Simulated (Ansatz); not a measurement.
AgBr (rock salt, space group No. 225), a = b = c = 5.8409 Å, α = β = γ = 90.00°; the cell used has 2 atoms.

Relaxed with PBE.

Q: Which orbitals make up the states near the band edges in DFT-PBE in the program Ansatz with PAW potentials?

A: Top 1 eV of the valence band: Br 4p 55 %, Ag 4d 42 %. Bottom 1 eV of the conduction band: Ag 5s 65 %, Br 4s 19 %, Br 4p 14 %. Projections are on Löwdin-orthogonalised atomic valence shells; empty p or d shells of many metals are not among them.

Q: Tabulate the density of states.

A: States/eV per cell of 2 atoms, in 0.25 eV bins, energy from the valence-band maximum.

| E (eV) | total | Ag 4d | Br 4p | Ag 5s |
|---|---|---|---|---|
| -7.85 | 0.00 | 0.00 | 0.00 | 0.00 |
| -7.60 | 0.00 | 0.00 | 0.00 | 0.00 |
| -7.35 | 0.00 | 0.00 | 0.00 | 0.00 |
| -7.10 | 0.00 | 0.00 | 0.00 | 0.00 |
| -6.85 | 0.00 | 0.00 | 0.00 | 0.00 |
| -6.60 | 0.00 | 0.00 | 0.00 | 0.00 |
| -6.35 | 0.00 | 0.00 | 0.00 | 0.00 |
| -6.10 | 0.00 | 0.00 | 0.00 | 0.00 |
| -5.85 | 0.00 | 0.00 | 0.00 | 0.00 |
| -5.60 | 0.00 | 0.00 | 0.00 | 0.00 |
| -5.35 | 0.00 | 0.00 | 0.00 | 0.00 |
| -5.10 | 0.00 | 0.00 | 0.00 | 0.00 |
| -4.85 | 0.13 | 0.02 | 0.08 | 0.03 |
| -4.60 | 0.99 | 0.17 | 0.63 | 0.19 |
| -4.35 | 2.77 | 0.59 | 1.74 | 0.42 |
| -4.10 | 2.50 | 0.57 | 1.64 | 0.26 |
| -3.85 | 4.29 | 1.93 | 2.25 | 0.08 |
| -3.60 | 6.44 | 3.00 | 3.34 | 0.05 |
| -3.35 | 3.46 | 1.76 | 1.64 | 0.03 |
| -3.10 | 2.32 | 1.34 | 0.95 | 0.01 |
| -2.85 | 1.02 | 0.68 | 0.34 | 0.00 |
| -2.60 | 3.11 | 2.87 | 0.22 | 0.01 |
| -2.35 | 12.97 | 12.74 | 0.17 | 0.01 |
| -2.10 | 7.06 | 5.67 | 1.08 | 0.25 |
| -1.85 | 3.28 | 2.20 | 0.90 | 0.12 |
| -1.60 | 2.70 | 1.35 | 1.26 | 0.04 |
| -1.35 | 2.31 | 1.12 | 1.08 | 0.06 |
| -1.10 | 2.07 | 0.95 | 1.02 | 0.05 |
| -0.85 | 1.91 | 0.84 | 1.00 | 0.03 |
| -0.60 | 1.85 | 0.78 | 1.01 | 0.02 |
| -0.35 | 1.79 | 0.74 | 1.02 | 0.01 |
| -0.10 | 1.05 | 0.43 | 0.62 | 0.00 |
| 0.15 | 0.00 | 0.00 | 0.00 | 0.00 |
| 0.40 | 0.00 | 0.00 | 0.00 | 0.00 |
| 0.65 | 0.00 | 0.00 | 0.00 | 0.00 |
| 0.90 | 0.01 | 0.00 | 0.00 | 0.01 |
| 1.15 | 0.03 | 0.00 | 0.00 | 0.02 |
| 1.40 | 0.04 | 0.00 | 0.01 | 0.02 |
| 1.65 | 0.05 | 0.00 | 0.01 | 0.03 |
| 1.90 | 0.14 | 0.00 | 0.02 | 0.11 |
| 2.15 | 0.24 | 0.00 | 0.03 | 0.19 |
| 2.40 | 0.34 | 0.00 | 0.05 | 0.25 |
| 2.65 | 0.43 | 0.00 | 0.07 | 0.31 |
| 2.90 | 0.56 | 0.01 | 0.10 | 0.39 |
| 3.15 | 0.78 | 0.01 | 0.15 | 0.52 |
| 3.40 | 0.90 | 0.01 | 0.18 | 0.59 |
| 3.65 | 1.06 | 0.01 | 0.21 | 0.68 |
| 3.90 | 1.15 | 0.01 | 0.21 | 0.66 |
| 4.15 | 1.07 | 0.01 | 0.17 | 0.52 |
| 4.40 | 0.90 | 0.01 | 0.13 | 0.39 |
| 4.65 | 0.29 | 0.00 | 0.04 | 0.12 |
| 4.90 | 0.00 | 0.00 | 0.00 | 0.00 |
| 5.15 | 0.26 | 0.00 | 0.03 | 0.09 |
| 5.40 | 0.84 | 0.00 | 0.06 | 0.15 |

Space group Fm-3m (rock salt). The cell was relaxed with PBE under the symmetry of its start. The run is not spin-polarised. Scalar-relativistic: spin–orbit coupling is off unless named, which matters more the heavier the elements.

Potentials: the later of the program's two PAW sets.
